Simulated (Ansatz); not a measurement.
The relaxed structure here is a generated cell of ScSi: the first start was made by placing the elements on the sites of a structure type, and the end was not matched to a known phase here, so it may be hypothetical.

One stationary structure of ScSi. These are PBE (plane waves to 420 eV, PAW, scalar-relativistic; Ansatz, a program for electronic structure) values and carry that method's errors.

```xyz
2
Lattice="3.3192 0.0000 0.0000 0.0000 3.3192 0.0000 0.0000 0.0000 3.3192" Properties=species:S:1:pos:R:3 pbc="T T T"
Sc     0.0000     0.0000     0.0000
Si     1.6596     1.6596     1.6596
```

Task: Determine the symmetry and give the standard cell with its independent sites.

Result: Space group Pm-3m (No. 221); a = b = c = 3.3192 Å, α = β = γ = 90.00°

```
atom  site  symmetry       x       y       z
----  ----  --------  ------  ------  ------
Sc      1a      m-3m  0.0000  0.0000  0.0000
Si      1b      m-3m  0.5000  0.5000  0.5000
```

This is the CsCl type.

Task: Give the shortest distances between elements (the closest pairs, up to four, under 3.6 Å).

Result: Sc–Si 2.87 Å; Si–Si 3.32 Å; Sc–Sc 3.32 Å.

```json
{
 "volume_per_atom": "18.28 Å³",
 "density": "3.32 g/cm³",
 "band_gap": "no gap (metallic)"
}
```

No spin polarisation in the result. The relaxed primitive cell holds an odd number of electrons. A magnetic state may lie lower.

The run could not lose the symmetry of its start: the end is stationary, and may be a saddle point rather than a minimum.

All atoms sit on sites fixed by symmetry, so only the cell could relax.
